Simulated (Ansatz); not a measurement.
Field gradients of Si3N4 from run to run

Cell of run 1: a structure deposited in the COD.

```cif
data_Si3N4
_symmetry_space_group_name_H-M 'P6_3/m'
_symmetry_Int_Tables_number 176
_cell_length_a 7.6170
_cell_length_b 7.6170
_cell_length_c 2.9134
_cell_angle_alpha 90.000
_cell_angle_beta 90.000
_cell_angle_gamma 120.000
loop_
_atom_site_label
_atom_site_type_symbol
_atom_site_symmetry_multiplicity
_atom_site_Wyckoff_symbol
_atom_site_fract_x
_atom_site_fract_y
_atom_site_fract_z
Si Si 6 h 0.1784 0.7749 0.2500
N7 N 2 c 0.3333 0.6667 0.2500
N9 N 6 h 0.3359 0.0328 0.2500
```

One atom of each set is listed.

Relaxed positions (PBE, cell held):

Si (0.1740, 0.7679, 0.2500)
N7 (0.3333, 0.6667, 0.2500)
N9 (0.3298, 0.0300, 0.2500)

All runs are DFT with Ansatz 0.2.0 (plane waves and PAW, scalar-relativistic unless spin–orbit coupling is named, Γ-centred meshes, Fermi–Dirac smearing where given) in this cell.

Run 1: PBE, atoms as given; 420 eV, 4×4×9 k-points, smearing 0.02 eV.
Run 2: PBE, atoms relaxed; 420 eV, 4×4×9 k-points, smearing 0.02 eV.
Run 3: r2SCAN, at the relaxed atoms; 500 eV, 4×4×9 k-points, smearing 0.02 eV.

Question: What does each run give, and what moves the gradients most?

Answer: 

```csv
run,Si V_zz (η),N7 V_zz (η),N9 V_zz (η)
1,-0.73 (0.21),-5.17 (0.00),-4.88 (0.10)
2,0.98 (0.42),-4.94 (0.00),-5.00 (0.08)
3,0.98 (0.40),-5.01 (0.00),-4.98 (0.08)
```

V_zz in 10²¹ V/m². Against run 1, the gradient tensors on these sites move by at most 1.06 in run 2 (Si), 1.08 in run 3 (Si). Taken one at a time, the positions of the atoms (as given or relaxed) move the tensors on these sites by up to 1.06 (largest principal value of the change, on Si), the functional (r2SCAN with its higher cutoff) by 0.07 (N7). On some sites the largest principal value moves to another axis from run to run, and the sign of V_zz can flip with it.

In run 1 the atoms aren't at the calculated equilibrium (largest force 1.2 eV/Å).
